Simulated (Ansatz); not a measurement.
BaHfO$_{3}$ (cubic perovskite, Pm-3m), a = 4.1774 Å, b = 4.1774 Å, c = 4.1774 Å, α = 90.00°, β = 90.00°, γ = 90.00°.

This is the r²SCAN-relaxed structure.

Q: All from r²SCAN in the plane-wave PAW code Ansatz, unless another level is named. Give the electron effective mass with spin–orbit coupling, band 2 of 2 at the edge.

A: 0.35 along [100], 0.40 along [110], 0.46 along [111] (mₑ).

Q: What about the weight of the conduction-edge state by species (Voronoi cells)?

A: Hf 54 %, O 35 %, Ba 11 %.

Q: Next, the conduction-band minimum?

A: at Γ.

Q: Predict the valence-band maximum.

A: at R.

The r²SCAN relaxation kept the symmetry of its start. No spin polarisation was allowed. Scalar-relativistic: spin–orbit coupling is off unless named, which matters more the heavier the elements.

Potentials: the earlier of the program's two PAW sets.

Edges and masses are those of Kohn–Sham bands, whose gap is no quasiparticle gap.
